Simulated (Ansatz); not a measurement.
**Data sheet: HfC (DFT)**

HfC:
```cif
data_C4Hf4
_chemical_formula_sum 'Hf4 C4'
_space_group_name_H-M_alt 'F-43m'
_space_group_IT_number 216
_space_group_name_Hall 'F -4 2 3'
_cell_length_a 5.02660
_cell_length_b 5.02660
_cell_length_c 5.02660
_cell_angle_alpha 90.000
_cell_angle_beta 90.000
_cell_angle_gamma 90.000
loop_
_atom_site_label
_atom_site_type_symbol
_atom_site_symmetry_multiplicity
_atom_site_Wyckoff_symbol
_atom_site_fract_x
_atom_site_fract_y
_atom_site_fract_z
_atom_site_occupancy
Hf1 Hf 4 a 0.00000 0.00000 0.00000 1
C1 C 4 d 0.75000 0.75000 0.75000 1
```
(The calculation used a cell of 2 atoms; values per cell refer to that cell.)

Space group F-43m (No. 216), zinc blende; conventional cell a = b = c = 5.0266 Å, α = β = γ = 90.00°.

Method: DFT-r²SCAN in the program Ansatz with PAW potentials. The cell and atoms are relaxed at this level. Other levels are named where they apply.

### Cell and energy

* **Volume per atom**: 15.88 Å³
* **Density**: 9.96 g/cm³
* **Formation energy from the elements (no fitted shifts)**: -0.45 eV/atom

### Electronic structure

- Band gap: 0.57 eV (direct)
- Valence-band maximum: at W
- Conduction-band minimum: at W (6 equivalent valleys)
- Electron effective mass: 0.34, 0.34, 3.2 mₑ (principal values)
- Electron effective mass with spin–orbit coupling: 0.30, 0.30, 2.6 mₑ (principal values)
- Hole effective mass: 0.52, 0.52, 9.5 mₑ (principal values)
- Hole effective mass with spin–orbit coupling: 1.4, 1.4, 4.3 mₑ (principal values)
- HSE06 gap on the r²SCAN cell: 0.97 eV
- Gap with spin–orbit coupling: 0.42 eV

### Mechanics

- Bulk modulus (Birch–Murnaghan fit): 164 GPa
- Pressure derivative B′: 3.6
- Elastic constants (relaxed ions, GPa): C11 = 191, C12 = 150, C44 = 68.5
- Mechanical stability: stable (all eigenvalues of C positive)
- Hill bulk and shear moduli: 164 and 42.2 GPa
- Young's modulus: 116 GPa
- Poisson's ratio: 0.38
- Debye temperature from the elastic constants: 275 K

### Charges

- Bader charges: Hf +2.06, C -2.06 e

The start of the workflow was typed in or built on a structure type; neither database checked (COD, Materials Project) lists it. It is not the phase usual at ambient conditions (space group No. 225). The r²SCAN relaxation kept the symmetry of its start; whether a distortion lowers the energy is not shown. The run is not spin-polarised. The references are the lowest solids computed at this level, not always the standard phases. Scalar-relativistic: spin–orbit coupling is off unless named, which matters more the heavier the elements.

Potentials: the later of the program's two PAW sets.
